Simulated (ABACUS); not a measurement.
A self-consistent single point of TiSi2 (Fddd, 6 atoms in the cell; from Materials Project mp-2582) with ABACUS.

Method: LDA (PW92), numerical atomic orbitals SZP (confined pseudo-atomic orbitals with Gaussian additions; energy shift 0.01 Ry), PseudoDojo 0.4 standard norm-conserving LDA (tails mended) pseudopotentials run with ABACUS.

```xyz
6
Lattice="0.0000 4.1175 4.2629 2.3895 0.0000 4.2629 2.3895 4.1175 0.0000" Properties=species:S:1:pos:R:3 pbc="T T T"
Ti     2.3895     4.1175     4.2629
Ti     3.5843     6.1763     6.3944
Si     2.3895     6.8963     4.2629
Si     2.3895     1.3388     4.2629
Si     1.1948     3.3975     2.1315
Si     1.1948     0.7200     2.1315
```

Reference input (self-consistent single point, DFT, LDA (PW92), numerical atomic orbitals SZP (confined pseudo-atomic orbitals with Gaussian additions; energy shift 0.01 Ry), PseudoDojo 0.4 standard norm-conserving LDA (tails mended) pseudopotentials): basis = SZP numerical atomic orbitals, energy shift 0.01 Ry; KPT = Gamma 6 6 6 0 0 0; basis_type = lcao; dft_functional = PWLDA; ecutwfc = 100 Ry; smearing_method = fd; smearing_sigma = 0.00734986 Ry; potentials = PseudoDojo 0.4 standard norm-conserving LDA (tails mended); symmetry = 1; symmetry_prec = 1e-05; ks_solver = genelpa; scf_nmax = 100. This run's input differs from it in these lines:

```diff
@@ -57,3 +57,3 @@
 Gamma
-6 6 6 0 0 0
+2 2 2 0 0 0
```

Output (repeated stretches shortened):

```
 SELF-CONSISTENT
 -------------------------------------------

                  longest orb rcut (Bohr) = 8
   longest nonlocal projector rcut (Bohr) = 1.94
                     search radius (Bohr) = 19.9

                          real space grid = [ 72, 60, 60 ]
                                 init_chg = atomic

 LCAO ALGORITHM --------------- ION=   1  ELEC=   1--------------------------------

 Density error is 0.0511438995113
 E_KohnSham     -271.6585868491      -3696.1046917755
 E_Fermi        0.9420627461         12.8174212207

 LCAO ALGORITHM --------------- ION=   1  ELEC=   2--------------------------------

   [... lines left out ...]

   [... 4 blocks of this kind left out ...]

 LCAO ALGORITHM --------------- ION=   1  ELEC=   7--------------------------------

 Density error is 3.35697998263e-06
 E_KohnSham     -271.6821013700      -3696.4246232462
 E_Fermi        0.9473176121         12.8889173403

 LCAO ALGORITHM --------------- ION=   1  ELEC=   8--------------------------------

 Density error is 8.73445638118e-08
 E_KohnSham     -271.6821013701      -3696.4246232473
 E_KS(sigma->0) -271.6792927739      -3696.3864103357
 E_entropy(-TS) -0.0056171924        -0.0764258230
 E_Fermi        0.9473155609         12.8888894330
 charge density convergence is achieved
 final etot is -3696.4246232 eV
 EFERMI = 12.888889433 eV

 STATE ENERGY(eV) AND OCCUPATIONS    NSPIN == 1
   [... 27 lines left out ...]

 TOTAL-FORCE (eV/Angstrom)
                       Ti1         0.0000000000         0.0000000000         0.0000000000
                       Ti2         0.0000000000         0.0000000000         0.0000000000
                       Si1         0.0000000000        -0.8292288109         0.0000000000
                       Si2         0.0000000000         0.8292288109         0.0000000000
                       Si3         0.0000000000         0.8292288109         0.0000000000
                       Si4         0.0000000000        -0.8292288109         0.0000000000

 TOTAL-STRESS (KBAR)
       -11.0247958957         0.0000000000         0.0000000000
        -0.0000000000       -48.2071509766         0.0000000000
         0.0000000000         0.0000000000       -11.3477011923
 TOTAL-PRESSURE: -23.526549 KBAR

 --------------------------------------------
 !FINAL_ETOT_IS -3696.4246232472582960 eV
 --------------------------------------------
```

The run converged in 8 iterations. Against the reference run the free energy drops by 3.4 meV/atom, the pressure goes from -0.85 to -2.35 GPa and the largest force goes from 0.227 to 0.829 eV/Å.

The atom-centred basis is finite, which shifts total energies, pressures and forces against plane waves. A single-zeta basis is rough, for pressures and forces above all. This run is one point of a test of settings, so its values need not be converged; read them against the reference run alone. The structure comes from a collection of computed structures, made at another level of theory; the collection holds predicted forms beside known ones. No clean gap shows at this smearing width and mesh (spacing up to 0.84 Å⁻¹); the mesh is coarse for partly filled bands, so the values carry mesh errors.

Cost on one core: very roughly 50 core-seconds.

The atomic orbitals were generated for these runs; they are not ABACUS's published sets and were checked against plane waves on a few crystals only.

“Tails mended”: in these copies of the files the far tail of each local potential was reset to the Coulomb form.
